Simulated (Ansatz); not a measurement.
InP:
```
CELL_PARAMETERS angstrom
      0.00000     2.95362     2.95362
      2.95362     0.00000     2.95362
      2.95362     2.95362     0.00000
ATOMIC_POSITIONS crystal
  In 0.00000 0.00000 0.00000
  P  0.75000 0.75000 0.75000
```

Relaxed with r²SCAN. Plane-wave PAW r²SCAN (Ansatz code) gives a gap of 1.02 eV.

What gap does HSE06 give on the same cell (Ansatz, PAW)?

1.35 eV, 0.33 eV more. The hybrid was solved on a coarser mesh and at special points; its gap is the smallest among all of these.

| k | v1 r²SCAN | c1 r²SCAN | v1 HSE06 | c1 HSE06 |
|---|---|---|---|---|
| Γ | 0.00 | 1.02 | 0.00 | 1.35 |
| X | -2.33 | 2.04 | (withheld) | (withheld) |
| L | -0.97 | 1.79 | (withheld) | (withheld) |
| W | -2.90 | 4.57 | (withheld) | (withheld) |
| K | -1.95 | 2.64 | (withheld) | (withheld) |

Top valence (v1) and lowest conduction level (c1) in eV from each method's valence maximum (which need not be a listed point): supply the withheld HSE06 values.


- L, v1 HSE06: -1.02
- L, c1 HSE06: 2.19
- K, v1 HSE06: -2.05
- K, c1 HSE06: 3.06
- X, v1 HSE06: -2.46
- X, c1 HSE06: 2.40
- W, v1 HSE06: -3.04
- W, c1 HSE06: 5.03

Cost on shared cores: the r²SCAN run (SCF on a 8×8×8 mesh, then bands and DOS) roughly 10 core-seconds, the HSE06 run (SCF on 6×6×6, then a few points) roughly 40 core-seconds; the tasks are unlike.

Space group F-43m (zinc blende). The cell was relaxed with r²SCAN under the symmetry of its start; of distortions, only those at the zone centre were tested. Spin–orbit coupling is left out wherever it is not named.

Potentials: the earlier of the program's two PAW sets.
